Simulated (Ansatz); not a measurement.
Before relaxation, 1 HCl a cell, flat, over an H atom of a lower plane (Si₃N₄, P6_3/m (No. 176), (1 0 0) face):

```yaml
crystal:
  lattice:
    - [5.82262, 0.00000, 0.00000]
    - [0.00000, 7.61924, 0.00000]
    - [0.00000, 0.00000, 27.87657]
  atoms:
    - { symbol: Si, position: [0.37500, 0.52904, 0.36797] }
    - { symbol: Si, position: [0.87500, 0.52904, 0.36797] }
    - { symbol: N, position: [0.12500, 0.00000, 0.38523] }
    - { symbol: N, position: [0.62500, 0.00000, 0.38523] }
    - { symbol: N, position: [0.12500, 0.63509, 0.38603] }
    - { symbol: N, position: [0.62500, 0.63509, 0.38603] }
    - { symbol: N, position: [0.37500, 0.32009, 0.39310] }
    - { symbol: N, position: [0.87500, 0.32009, 0.39310] }
    - { symbol: Si, position: [0.12500, 0.20984, 0.40917] }
    - { symbol: Si, position: [0.62500, 0.20984, 0.40917] }
    - { symbol: Si, position: [0.12500, 0.81920, 0.42292] }
    - { symbol: Si, position: [0.62500, 0.81920, 0.42292] }
    - { symbol: N, position: [0.37500, 0.81500, 0.45705] }
    - { symbol: N, position: [0.87500, 0.81500, 0.45705] }
    - { symbol: N, position: [0.12513, 0.18503, 0.47102] }
    - { symbol: N, position: [0.62513, 0.18503, 0.47102] }
    - { symbol: Si, position: [0.37515, 0.17684, 0.50532] }
    - { symbol: Si, position: [0.87515, 0.17684, 0.50532] }
    - { symbol: Si, position: [0.37495, 0.78433, 0.51904] }
    - { symbol: Si, position: [0.87495, 0.78433, 0.51904] }
    - { symbol: N, position: [0.12493, 0.67352, 0.53578] }
    - { symbol: N, position: [0.62493, 0.67352, 0.53578] }
    - { symbol: N, position: [0.37545, 0.35841, 0.54348] }
    - { symbol: N, position: [0.87545, 0.35841, 0.54348] }
    - { symbol: N, position: [0.37509, 0.99407, 0.54125] }
    - { symbol: N, position: [0.87509, 0.99407, 0.54125] }
    - { symbol: Si, position: [0.12565, 0.46415, 0.56020] }
    - { symbol: Si, position: [0.62565, 0.46415, 0.56020] }
    - { symbol: O, position: [0.36139, 0.51741, 0.30837] }
    - { symbol: O, position: [0.86139, 0.51741, 0.30837] }
    - { symbol: H, position: [0.51209, 0.50549, 0.29327] }
    - { symbol: H, position: [0.01209, 0.50549, 0.29327] }
    - { symbol: H, position: [0.12602, 0.98047, 0.34929] }
    - { symbol: H, position: [0.62602, 0.98047, 0.34929] }
    - { symbol: H, position: [0.37466, 0.01395, 0.57724] }
    - { symbol: H, position: [0.87466, 0.01395, 0.57724] }
    - { symbol: O, position: [0.13920, 0.47724, 0.61985] }
    - { symbol: O, position: [0.63920, 0.47724, 0.61985] }
    - { symbol: H, position: [0.98849, 0.48975, 0.63491] }
    - { symbol: H, position: [0.48849, 0.48975, 0.63491] }
    - { symbol: Cl, position: [0.65722, 0.98681, 0.66145] }
    - { symbol: H, position: [0.87466, 0.01395, 0.66145] }
```

Theory: DFT PBE+D3(BJ), scalar-relativistic, plane waves, PAW (Ansatz 0.2.0). Plane waves to 420 eV, a k mesh through Γ of 3×2×1 on the computed 42-atom cell and Gaussian smearing (0.05 eV); no spin polarisation. A dipole correction removes the field between periodic images along c.

Atoms 1, 2, 3, 4, 5, 6, 7, 8, 9, 10, 11, 12, 13, 14 (counted from 1) are held. The cell is fixed. Force threshold 0.04 eV/Å.

```csv
step,E − E_final (eV),largest force (eV/Å)
1,0.412,0.197
2,0.392,0.472
3,0.400,1.158
4,0.378,0.310
5,0.365,0.246
6,0.352,0.490
7,0.331,0.276
8,0.316,0.216
9,0.301,0.597
10,0.276,0.388
11,0.247,0.235
12,0.216,0.303
13,0.179,0.435
14,0.132,0.364
15,0.104,0.876
16,0.055,0.146
17,0.047,0.117
18,0.049,0.319
19,0.036,0.107
20,0.027,0.134
21,0.022,0.595
22,0.017,0.197
23,0.002,0.096
24,0.000,0.055
25,0.000,0.033
```

Q: What is the final structure?

A:
```xyz
42
Lattice="5.8226 0.0000 0.0000 0.0000 7.6192 0.0000 0.0000 0.0000 27.8766" Properties=species:S:1:pos:R:3 pbc="T T T"
Si    2.1835    4.0309   10.2577
Si    5.0948    4.0309   10.2577
N     0.7278    0.0000   10.7388
N     3.6391    0.0000   10.7388
N     0.7278    4.8389   10.7612
N     3.6391    4.8389   10.7612
N     2.1835    2.4388   10.9584
N     5.0948    2.4388   10.9584
Si    0.7278    1.5988   11.4064
Si    3.6391    1.5988   11.4064
Si    0.7278    6.2417   11.7896
Si    3.6391    6.2417   11.7896
N     2.1835    6.2097   12.7411
N     5.0948    6.2097   12.7411
N     0.7085    1.4401   13.1379
N     3.6237    1.4548   13.1368
Si    2.1676    1.3764   14.0893
Si    5.0796    1.3760   14.0955
Si    2.1767    6.0141   14.4768
Si    5.0912    6.0147   14.4759
N     0.7202    5.1627   14.9319
N     3.6335    5.1725   14.9595
N     2.1742    2.7679   15.1425
N     5.0877    2.7616   15.1704
N     2.1740   -0.0118   15.0901
N     5.0849   -0.0133   15.0909
Si    0.7256    3.5737   15.6161
Si    3.6308    3.5690   15.5936
O     2.1004    3.9390    8.6000
O     5.0111    3.9395    8.5999
H     2.9751    3.8547    8.1720
H     5.8855    3.8541    8.1717
H     1.3334    7.5030    9.9284
H     4.2473    7.5040    9.9302
H     2.2826    0.1366   16.0918
H     4.9669    0.1328   16.0929
O     0.8621    3.6949   17.2762
O     3.6702    3.6263   17.2862
H     0.0498    3.9437   17.7494
H     2.7835    3.8525   17.6500
Cl    3.8272    0.7633   18.2623
H     3.7937    2.0382   17.8419
```

The end is the local minimum or symmetric point that this start leads to. The slab is only 5.4 Å thick, so the energy isn't converged with thickness.

Cost: 1 run of about 19 core-minutes, on Intel Xeon 6975P-C (Granite Rapids) (shared hosts).